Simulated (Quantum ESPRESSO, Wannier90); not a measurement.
# Tight-binding from DFT: CaPdF$_{6}$ (R-3)

Materials Project entry mp-7922; symmetrised, unrelaxed at this level. COD (Crystallography Open Database) has an entry of this formula and space group (matched by these alone). Computed values, not measurements, from PBEsol: Quantum ESPRESSO (norm-conserving PseudoDojo potentials, cutoff 68 Ry, no spin polarisation, no spin-orbit coupling) on a Γ-centred 4×4×4 mesh, then Wannier90. Density: 8×8×8 mesh, cold smearing 0.01 Ry.

On the energy scale of pw.x, whose zero is arbitrary, the valence-band maximum lies at 2.90 eV.

Input w.win:

```
num_bands = 3
num_wann = 3
exclude_bands = 1-32,36-50
num_iter = 1000
conv_tol = 1.0e-6
conv_window = 4
write_hr = true
write_u_matrices = true
auto_projections = true
begin unit_cell_cart
ang
   -2.5705051600    4.4522455382    0.0000000000
   -5.1410103199    0.0000000000    0.0000000000
   -2.5705051600    1.4840818461    4.8917930000
end unit_cell_cart
begin atoms_frac
Ca   0.5000000000  0.5000000000  0.5000000000
Pd   0.0000000000  0.0000000000  0.0000000000
F    0.3844900000 -0.2182600000 -0.2300370000
F   -0.3844900000  0.2182600000  0.2300370000
F   -0.2182600000  0.0638070000 -0.2300370000
F    0.2182600000 -0.0638070000  0.2300370000
F    0.0638070000  0.3844900000 -0.2300370000
F   -0.0638070000 -0.3844900000  0.2300370000
end atoms_frac
mp_grid = 4 4 4
begin kpoints
0.0000000000 0.0000000000 0.0000000000
0.0000000000 0.0000000000 0.2500000000
0.0000000000 0.0000000000 0.5000000000
... (61 more lines: the 4x4x4 mesh through Gamma)
end kpoints
```

Input of pw2wannier90.x that gives the overlap and projection files (equivalent; here they were cut from one run over all bands):

```
&inputpp
  outdir = './out'
  prefix = 'pwscf'
  seedname = 'w'
  write_amn = .true.
  write_mmn = .true.
  scdm_proj = .true.
  scdm_entanglement = 'isolated'
/
```

Output w.wout (banner and timings cut):

```
                                    ------
                                    SYSTEM
                                    ------

                              Lattice Vectors (Ang)
                    a_1    -2.570505   4.452246   0.000000
                    a_2    -5.141010   0.000000   0.000000
                    a_3    -2.570505   1.484082   4.891793

                   Unit Cell Volume:     111.96845  (Ang^3)

                        Reciprocal-Space Vectors (Ang^-1)
                    b_1     0.000000   1.411240  -0.428145
                    b_2    -1.222169  -0.705620  -0.428145
                    b_3     0.000000   0.000000   1.284434

 *----------------------------------------------------------------------------*
 |   Site       Fractional Coordinate          Cartesian Coordinate (Ang)     |
 +----------------------------------------------------------------------------+
 | ca   1   0.50000   0.50000   0.50000   |   -5.14101   2.96816   2.44590    |
 | pd   1   0.00000   0.00000   0.00000   |   -0.00000   0.00000   0.00000    |
 | f    1   0.38449  -0.21826  -0.23004   |    0.72505   1.37045  -1.12529    |
 | f    2  -0.38449   0.21826   0.23004   |   -0.72505  -1.37045   1.12529    |
 | f    3  -0.21826   0.06381  -0.23004   |    0.82432  -1.31314  -1.12529    |
 | f    4   0.21826  -0.06381   0.23004   |   -0.82432   1.31314   1.12529    |
 | f    5   0.06381   0.38449  -0.23004   |   -1.54937  -0.05731  -1.12529    |
 | f    6  -0.06381  -0.38449   0.23004   |    1.54937   0.05731   1.12529    |
 *----------------------------------------------------------------------------*
                                ------------
                                K-POINT GRID
                                ------------

             Grid size =  4 x  4 x  4      Total points =   64

 *---------------------------------- MAIN ------------------------------------*
 |  Number of Wannier Functions               :                 3             |
 |  Number of Objective Wannier Functions     :                 3             |
 |  Number of input Bloch states              :                 3             |
 |  Output verbosity (1=low, 5=high)          :                 1             |
 |  Timing Level (1=low, 5=high)              :                 1             |
 |  Optimisation (0=memory, 3=speed)          :                 3             |
 |  Length Unit                               :               Ang             |
 |  Post-processing setup (write *.nnkp)      :                 F             |
 |  Using Gamma-only branch of algorithms     :                 F             |
 *----------------------------------------------------------------------------*
 *------------------------------- WANNIERISE ---------------------------------*
 |  Total number of iterations                :              1000             |
 |  Number of CG steps before reset           :                 5             |
 |  Trial step length for line search         :             2.000             |
 |  Convergence tolerence                     :         0.100E-05             |
 |  Convergence window                        :                 4             |
 |  Iterations between writing output         :                 1             |
 |  Iterations between backing up to disk     :               100             |
 |  Write r^2_nm to file                      :                 F             |
 |  Write xyz WF centres to file              :                 F             |
 |  Write on-site energies <0n|H|0n> to file  :                 F             |
 |  Use guiding centre to control phases      :                 F             |
 |  Use phases for initial projections        :                 F             |
 *----------------------------------------------------------------------------*
 *-------------------------------- PLOTTING ----------------------------------*
 |  Plotting Hamiltonian in WF basis          :                 T             |
 *----------------------------------------------------------------------------*

       ... (k-mesh section left out)

 Starting a new Wannier90 calculation ...

 Reading overlaps from w.mmn

 Reading projections from w.amn

 *------------------------------- WANNIERISE ---------------------------------*
 +--------------------------------------------------------------------+<-- CONV
 | Iter  Delta Spread     RMS Gradient      Spread (Ang^2)            |<-- CONV
 +--------------------------------------------------------------------+<-- CONV

 ------------------------------------------------------------------------------
 Initial State
  WF centre and spread    1  ( -0.000005, -0.000178,  0.000196 )     2.69671819
  WF centre and spread    2  (  0.000198, -0.000232, -0.000111 )     2.67840867
  WF centre and spread    3  (  0.000150,  0.000206, -0.000356 )     2.67305570
  Sum of centres and spreads (  0.000344, -0.000204, -0.000272 )     8.04818256

      0     0.805E+01     0.0000000000        8.0481825574  <-- CONV
        O_D=      0.0014983 O_OD=      0.0571909 O_TOT=      8.0481826 <-- SPRD
 ------------------------------------------------------------------------------
      1    -0.775E-02     0.1186529185        8.0404291804  <-- CONV
        O_D=      0.0002242 O_OD=      0.0507116 O_TOT=      8.0404292 <-- SPRD
      2    -0.964E-03     0.0455368748        8.0394653924  <-- CONV
        O_D=      0.0000115 O_OD=      0.0499606 O_TOT=      8.0394654 <-- SPRD
      3    -0.550E-04     0.0129538990        8.0394103653  <-- CONV
        O_D=      0.0000032 O_OD=      0.0499138 O_TOT=      8.0394104 <-- SPRD
      4    -0.169E-04     0.0056139681        8.0393934593  <-- CONV
        O_D=      0.0000005 O_OD=      0.0498996 O_TOT=      8.0393935 <-- SPRD
      5    -0.858E-05     0.0040147768        8.0393848835  <-- CONV
        O_D=      0.0000008 O_OD=      0.0498907 O_TOT=      8.0393849 <-- SPRD
       ... (lines left out)
    100    -0.317E-04     0.0107637081        8.0225230824  <-- CONV
        O_D=      0.0000010 O_OD=      0.0330287 O_TOT=      8.0225231 <-- SPRD
       ... (lines left out)
    200    -0.195E-04     0.0083950798        8.0192243455  <-- CONV
        O_D=      0.0000006 O_OD=      0.0297304 O_TOT=      8.0192243 <-- SPRD
       ... (lines left out)
    300    -0.108E-04     0.0062538750        8.0172883761  <-- CONV
        O_D=      0.0000004 O_OD=      0.0277947 O_TOT=      8.0172884 <-- SPRD
       ... (lines left out)
    400    -0.571E-05     0.0045399147        8.0162396014  <-- CONV
        O_D=      0.0000002 O_OD=      0.0267461 O_TOT=      8.0162396 <-- SPRD
       ... (lines left out)
    500    -0.295E-05     0.0032568412        8.0156930531  <-- CONV
        O_D=      0.0000001 O_OD=      0.0261996 O_TOT=      8.0156931 <-- SPRD
       ... (lines left out)
    600    -0.151E-05     0.0023270016        8.0154121705  <-- CONV
        O_D=      0.0000001 O_OD=      0.0259188 O_TOT=      8.0154122 <-- SPRD
       ... (lines left out)
    668    -0.467E-06     0.0007766667        8.0153036602  <-- CONV
        O_D=      0.0000000 O_OD=      0.0258103 O_TOT=      8.0153037 <-- SPRD
    669    -0.956E-06     0.0009623619        8.0153027041  <-- CONV
        O_D=      0.0000001 O_OD=      0.0258093 O_TOT=      8.0153027 <-- SPRD
    670    -0.947E-06     0.0018390673        8.0153017568  <-- CONV
        O_D=      0.0000000 O_OD=      0.0258084 O_TOT=      8.0153018 <-- SPRD
             <<<     Delta < 1.000E-06  over  4 iterations     >>>
             <<< Wannierisation convergence criteria satisfied >>>
 Final State
  WF centre and spread    1  (  0.000000, -0.000001,  0.000000 )     2.67193621
  WF centre and spread    2  ( -0.000001,  0.000000,  0.000000 )     2.67174922
  WF centre and spread    3  (  0.000001,  0.000001,  0.000000 )     2.67161632
  Sum of centres and spreads ( -0.000000, -0.000000,  0.000000 )     8.01530176

         Spreads (Ang^2)       Omega I      =     7.989493329
        ================       Omega D      =     0.000000032
                               Omega OD     =     0.025808395
    Final Spread (Ang^2)       Omega Total  =     8.015301757
```
